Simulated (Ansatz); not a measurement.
Cs2IBrCl6:
```cif
data_Br4Cl24Cs8I4
_chemical_formula_sum 'Cs8 I4 Br4 Cl24'
_space_group_name_H-M_alt 'Fm-3m'
_space_group_IT_number 225
_space_group_name_Hall '-F 4 2 3'
_cell_length_a 11.24186
_cell_length_b 11.24186
_cell_length_c 11.24186
_cell_angle_alpha 90.000
_cell_angle_beta 90.000
_cell_angle_gamma 90.000
loop_
_atom_site_label
_atom_site_type_symbol
_atom_site_symmetry_multiplicity
_atom_site_Wyckoff_symbol
_atom_site_fract_x
_atom_site_fract_y
_atom_site_fract_z
_atom_site_occupancy
Cs1 Cs 8 c 0.25000 0.25000 0.25000 1
I1 I 4 a 0.00000 0.00000 0.00000 1
Br1 Br 4 b 0.50000 0.50000 0.50000 1
Cl1 Cl 24 e 0.00000 0.00000 0.22909 1
```
(The calculation used a cell of 10 atoms; values per cell refer to that cell.)

Relaxed with r²SCAN. DFT-r²SCAN in the program Ansatz with PAW potentials gives a gap of 0.96 eV.

Task: What gap does HSE06 give on the same cell (Ansatz, PAW)?

Result: 1.26 eV, 0.30 eV more. The hybrid was solved on a coarser mesh and at special points; the gap given is the minimum over both.

```csv
k,v1 r²SCAN,c1 r²SCAN,v1 HSE06,c1 HSE06
Γ,-1.64,1.82,?,?
X,-1.14,1.68,?,?
L,0.00,0.96,0.00,1.26
W,-0.28,1.03,?,?
K,-0.71,1.43,?,?
```

Task: Top valence (v1) and lowest conduction level (c1) in eV from each method's valence maximum (which need not be a listed point): supply the withheld HSE06 values.

Result: 
- W, v1 HSE06: -0.32
- W, c1 HSE06: 1.33
- K, v1 HSE06: -0.78
- K, c1 HSE06: 1.76
- Γ, v1 HSE06: -1.80
- Γ, c1 HSE06: 2.18
- X, v1 HSE06: -1.31
- X, c1 HSE06: 2.05

Cost on shared cores: the r²SCAN run (SCF on a 5×5×5 mesh, then bands and DOS) about 4 core-minutes (a rough figure), the HSE06 run (SCF on 3×3×3, then a few points) about 20 core-minutes (a rough figure); the tasks are unlike.

The first step of the workflow began from a Materials Project structure, measured or hypothetical; the Crystallography Open Database copy checked does not list it. Whether it is the stable phase at ambient conditions was not checked. Symmetry was held in the r²SCAN relaxation; its stability against distortions is not shown here. Scalar-relativistic: spin–orbit coupling is off unless named, which matters more the heavier the elements.

Potentials: the later of the program's two PAW sets.
